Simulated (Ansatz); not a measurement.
HgTe in space group P3_221 (No. 154; Hg on 3a, Te on 3b), plane-wave PAW LDA (Ansatz code), all energies at zero smearing, with the estimated change up to a 700 eV cutoff added, with one set of potentials and settings (totals compare only within such a set). Cell of 6 atoms (3 Hg, 3 Te): -61049.492 eV.

| element | reference phase | E (eV/atom) |
|---|---|---|
| Hg | C2/m, 1 atoms in the cell | -13522.4424 |
| Te | P3_121, 3 atoms in the cell | -6827.2001 |

Formation energy per atom, worked out: (-61049.492 − 3×(-13522.4424) − 3×(-6827.2001))/6 = -0.094 eV/atom (-9 kJ per mol of atoms), at 0 K, without zero-point energy or fitted corrections.

The workflow started from a Materials Project entry (that database holds measured and hypothetical structures alike); the Crystallography Open Database copy checked does not list it. It is not the phase usual at ambient conditions (space group No. 216). The LDA relaxation kept the symmetry of its start; whether a distortion lowers the energy is not shown. The references are the lowest solids computed at this level, not always the standard phases. Spin–orbit coupling is left out wherever it is not named.

Potentials: the later of the program's two PAW sets.
